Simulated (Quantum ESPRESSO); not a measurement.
Space group I4/mmm (No. 139); a = 4.859 Å, b = 4.859 Å, c = 11.766 Å, α = 90.00°, β = 90.00°, γ = 90.00°

| atom | site | symmetry | x | y | z |
|---|---|---|---|---|---|
| I | 4e | 4mm | 0.0000 | 0.0000 | 0.3492 |
| Hg | 4e | 4mm | 0.0000 | 0.0000 | 0.1123 |
(The calculation used a cell of 4 atoms; values per cell refer to that cell.)

Cell and atoms were relaxed with PBE+D3(BJ) from Materials Project entry mp-22859, within its symmetry.

### Question
What does norm-conserving PBEsol (Quantum ESPRESSO, 70 Ry, scalar-relativistic) give for the electronic structure near the Fermi level?

### Answer
The PBEsol gap is indirect, 1.13 eV, from 29 % of the way from S to Γ to 60 % of the way from Γ to Z; the smallest direct gap is 1.72 eV. Spin-orbit coupling is left out, which matters for elements this heavy: edges can move by tenths of an eV.
